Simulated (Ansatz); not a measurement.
TiRh, DFT, PBEsol, PAW with Ansatz's default frozen-core files, scalar-relativistic (Ansatz 0.2.0), run on 1 thread of Intel(R) Xeon(R) 6975P-C (Granite Rapids) on a shared host.

The geometry is COD entry 1523124, unchecked; take it as a test cell. The listed cell was then made from it by scaling, straining or moving an atom.

Command: `ansatz run input.yaml --threads 1 --pin off --max-ram 3072MiB --backend cpu --events-out ev --progress --plain --runs-dir out`

```yaml
crystal:
  lattice:
    - [2.9679457045, 0.0, 0.0]
    - [0.0, 2.9679457045, 0.0]
    - [0.0, 0.0, 3.3275161011]
  atoms:
    - { symbol: Ti, position: [0.5, 0.5, 0.5] }
    - { symbol: Rh, position: [0.0, 0.0, 0.0] }
kpoints:
  mp_grid: { grid: [11, 11, 10] }
scf:
  occupations: { method: fermi_dirac, width: 0.05 }
hamiltonian:
  xc: pbesol
  pseudopotentials: { kind: paw }
output:
  forces: true
  stress: true
  eigenvalues: true
  efg: { contact_densities: true }
  write_density: true
  write_potential: true
  elf: true
  volumetric_format: npy
```

Task: How large is the problem that the program sets up?

Result: 126 irreducible k-points, 559 plane waves at Γ, 19 bands.

Task: About how long does it take, and how much memory does it use?

Result: 3.3 s of wall time for 6 SCF iterations, with a peak of 0.44 GiB. Times on shared machines scatter by tens of per cent.

Task: And the same cell and mesh by all-electron PAW (datasets made for this crystal), asked for forces, stress, eigenvalues, efg, on the same hardware?

Result: 8.3 s, peak memory 0.58 GiB.
